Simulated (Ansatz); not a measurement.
Co₃PdC (anti-perovskite, space group No. 221) at seven volumes, r²SCAN (plane waves, PAW; program Ansatz), scaled uniformly. One row is withheld.

```
V (Å³/atom)  P (GPa)
-----------  -------
10.019         24.80
10.349         15.28
10.680          6.96
11.010          0.01
11.340             ?
11.670        -10.46
12.001        -14.65
```

Question: Fit the shown pressures and predict the withheld one.

Answer: Third-order Birch–Murnaghan: P = (3/2)B₀(x^(7/2) − x^(5/2))[1 + (3/4)(B′ − 4)(x − 1)] with x = (V₀/V)^(2/3). Least squares on the six rows gives V₀ = 11.016 Å³/atom, B₀ = 209.2 GPa, B′ = 4.74. At V = 11.340, x = 0.9809 and P = -5.66 GPa. The run itself gave -5.68 GPa.

Space group Pm-3m (anti-perovskite). The start of the workflow was typed in or built on a structure type; neither database checked (COD, Materials Project) lists it. Its standing as an ambient phase is unchecked. The r²SCAN relaxation kept the symmetry of its start; whether a distortion lowers the energy is not shown. Magnetic state: ferromagnetic, chosen from 4 collinear starts compared on coarse meshes (ties went to the first, and starts can fall back to one state), not a proven ground state. Its formation energy is positive at this level, so the cell may be metastable or incomplete. Other orbital occupations within this spin state were not tried.

Potentials: the earlier of the program's two PAW sets. The files were generated under PBE; for other functionals the program regenerates the frozen cores, and for LDA and PBEsol the local potential too.
